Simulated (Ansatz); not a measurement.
**TiAl (CuAu type, space group P4/mmm), frozen-phonon scan**

TiAl (CuAu type, space group P4/mmm)

```
TiAl
1.0
    5.62584     0.00000     0.00000
    0.00000     2.81292     0.00000
    0.00000     0.00000     4.05841
Al Ti
2 2
Direct
  0.25000   0.50000   0.50000
  0.75000   0.50000   0.50000
  0.00000   0.00000   0.00000
  0.50000   0.00000   0.00000
```

The atoms are displaced by Q × the pattern below (from a DFPT mode at X = (0.5, 0.0, 0.0), largest move 1; Q in Å), at fixed cell. (q is in reciprocal vectors of the primitive cell; the cell shown is doubled to hold the pattern.)

```csv
atom,x,y,z
Ti3,-1.000,0.000,0.000
Ti4,1.000,0.000,0.000
```

Atoms not listed stay in place.

All values below come from r2SCAN (plane waves to 500 eV, PAW, scalar-relativistic; Ansatz, an electronic-structure program). k mesh 8×16×12 (Γ-centred), Fermi-Dirac smearing 0.05 eV. Energies are smeared free energies. Compression counts positive. Left out: 4 of 13 points, with atoms too close for the PAW data. With partly filled bands, energies and forces of such displacements shift with the k mesh and the smearing. TiAl is run without spin polarisation. TiAl was relaxed with its symmetry unable to fall. The zero of ΔE is the undisplaced structure.

| Q (Å) | ΔE (meV/cell) | −dE/dQ from forces (eV/Å) | P (GPa) |
|---|---|---|---|
| -0.187 | 488 | 5.356 | 2.7 |
| -0.140 | 271 | 3.941 | 1.6 |
| -0.093 | 120 | 2.574 | 0.7 |
| -0.047 | 30 | 1.280 | 0.2 |
| 0.000 | 0 | 0.000 | 0.0 |
| 0.047 | 30 | -1.280 | 0.2 |
| 0.093 | 120 | -2.574 | 0.7 |
| 0.140 | 271 | -3.941 | 1.6 |
| 0.187 | 488 | -5.356 | 2.7 |

What the scan shows:

- Energy at Q = 0.187 Å: 488 meV/cell
- Space group of the distorted cell: Pmmm (No. 47), lowered from P4/mmm
- Symmetry of the curve: even: the same for both signs
- Shape of the curve: a single well with its minimum at or next to zero displacement
- Harmonic wavenumber from the curvature (finite differences): 279 cm⁻¹
- Wavenumber by perturbation theory (DFPT, on another k mesh): 280 cm⁻¹

The 13 points together took around 7 core-minutes (rough).

(For displaced atoms, the force is minus the slope of the energy, and its curvature is a force constant, which sets phonon frequencies.)
